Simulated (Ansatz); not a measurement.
CoC:
```yaml
crystal:
  lattice:
    - [0.00000, 2.00200, 2.00200]
    - [2.00200, 0.00000, 2.00200]
    - [2.00200, 2.00200, 0.00000]
  atoms:
    - { symbol: Co, position: [0.00000, 0.00000, 0.00000] }
    - { symbol: C, position: [0.50000, 0.50000, 0.50000] }
```
The run is spin-polarised; directions of the spins, atom by atom: 0 0.

Relaxed with PBE.

Question: Which orbitals make up the states near the Fermi level in DFT-PBE in the program Ansatz with PAW potentials?

Answer: Within 0.5 eV of the Fermi level: Co 3d 67 %, C 2p 28 %. Projections are on Löwdin-orthogonalised atomic valence shells; empty p or d shells of many metals are not among them.

Question: Tabulate the density of states.

Answer: States/eV per cell of 2 atoms, in 0.25 eV bins, energy from the Fermi level.

```csv
E (eV),total,Co 3d,C 2p,C 2s
-7.85,0.21,0.05,0.13,0.01
-7.60,0.29,0.07,0.18,0.01
-7.35,0.39,0.10,0.23,0.02
-7.10,0.52,0.15,0.31,0.03
-6.85,0.79,0.24,0.46,0.04
-6.60,1.07,0.33,0.63,0.05
-6.35,1.82,0.44,1.23,0.05
-6.10,0.83,0.25,0.51,0.03
-5.85,0.52,0.20,0.28,0.03
-5.60,0.95,0.36,0.53,0.02
-5.35,1.42,0.63,0.74,0.02
-5.10,1.75,0.92,0.78,0.02
-4.85,2.09,1.24,0.80,0.02
-4.60,3.15,1.90,1.20,0.01
-4.35,2.12,1.32,0.75,0.01
-4.10,1.58,1.03,0.52,0.01
-3.85,1.21,0.81,0.38,0.01
-3.60,0.94,0.64,0.29,0.01
-3.35,0.75,0.52,0.22,0.00
-3.10,0.60,0.43,0.17,0.00
-2.85,0.48,0.35,0.12,0.00
-2.60,0.49,0.39,0.09,0.00
-2.35,0.73,0.63,0.09,0.00
-2.10,1.18,1.06,0.11,0.00
-1.85,1.71,1.52,0.16,0.01
-1.60,2.49,2.21,0.24,0.02
-1.35,3.78,3.53,0.19,0.03
-1.10,3.86,3.63,0.16,0.04
-0.85,2.01,1.84,0.13,0.02
-0.60,0.83,0.67,0.14,0.00
-0.35,1.43,1.08,0.31,0.00
-0.10,1.99,1.42,0.48,0.03
0.15,1.72,1.11,0.51,0.05
0.40,1.14,0.61,0.45,0.05
0.65,1.00,0.47,0.45,0.05
0.90,1.10,0.49,0.50,0.08
1.15,1.38,0.63,0.57,0.12
1.40,1.58,0.75,0.60,0.15
1.65,1.21,0.56,0.48,0.11
1.90,1.01,0.46,0.42,0.08
2.15,0.92,0.40,0.40,0.07
2.40,0.86,0.37,0.39,0.06
2.65,0.82,0.34,0.39,0.06
2.90,0.82,0.33,0.40,0.06
3.15,0.87,0.35,0.42,0.07
3.40,0.86,0.33,0.44,0.06
3.65,0.83,0.31,0.45,0.05
3.90,0.81,0.30,0.45,0.04
4.15,0.78,0.28,0.45,0.03
4.40,0.76,0.27,0.46,0.02
4.65,0.73,0.26,0.46,0.01
```

Space group Fm-3m (rock salt). The start of the workflow was typed in or built on a structure type; neither database checked (COD, Materials Project) lists it. Whether it is the stable phase at ambient conditions was not checked. Symmetry was held in the PBE relaxation; its stability against distortions is not shown here. Magnetic state: ferromagnetic, the only order run, not a proven ground state. The cell computed holds one magnetic atom, so no antiferromagnetic order was within reach. Its formation energy is positive at this level, so the cell may be metastable or incomplete.

Potentials: the earlier of the program's two PAW sets.
